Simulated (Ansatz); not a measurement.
The start is a randomly generated symmetric cell of SnO2 (space group No. 123). Cell shape, volume and atoms are optimised at zero target pressure with PBE (plane waves to 420 eV, PAW, scalar-relativistic; Ansatz, a quantum-chemistry and plane-wave program). First-step values are on the input's coarse k-mesh.

Ansatz input (later rounds restart from its end on a renewed k-mesh):
Ansatz 0.2 input:
```yaml
crystal:
  lattice:
    - [2.5621472, 0, 0]
    - [0, 2.5621472, 0]
    - [0, 0, 5.8467926]
  atoms:
    - { symbol: O, position: [0, 0.5, 0.5] }
    - { symbol: O, position: [0.5, 0, 0.5] }
    - { symbol: Sn, position: [0.5, 0.5, 0] }
basis: { ecutwfc: 420, ecutrho_ratio: 4, xc_grid: 2, fft_grid_basis: typed }
kpoints: { mp_grid: { grid: [9, 9, 4] } }
hamiltonian:
  xc: pbe
  dispersion: none
  pseudopotentials: { azcp: { folder: ./paw }, kind: paw }
scf: { occupations: { method: fermi_dirac, width: 0.05 } }
relax: { f_tol: 0.01, max_steps: 100, cell: { stress_tol: 0.02 } }
output: { forces: true, stress: true }
```

Question: How large is the pressure on the unrelaxed cell, and of which sign?

Answer: +30 GPa (positive: the cell is compressed).

Question: By how much does the energy per atom fall from start to end?

Answer: 2.09 eV/atom.

Question: How do the shortest distances between atoms change?

Answer: The closest pairs of elements (up to four, under 3.6 Å), start → end: O–O 1.81 → 2.52 Å; O–Sn 3.19 → 2.28 Å; Sn–Sn 2.56 → 2.85 Å.

Question: What band gap does the relaxed structure have at this level?

Answer: No gap (metallic).

The space group stays P4/mmm (No. 123) (the run could not lower it), with 3 atoms in the primitive cell. Final values are on a 13×13×16 k-mesh of the relaxed cell. No spin polarisation in the result.

The run could not lower the symmetry of its start; a shaken copy of this end point relaxes with PBE to C2/m (No. 12) at a tolerance of 0.01 Å, P-3m1 (No. 164) at 0.1 Å, 0.77 eV/atom lower.

The relaxed structure here is a generated cell of SnO2: the first start was made by a random draw of sites in a space group, and the end was not matched to a known phase here, so it may be hypothetical. Known forms of SnO2 include space group No. 136.
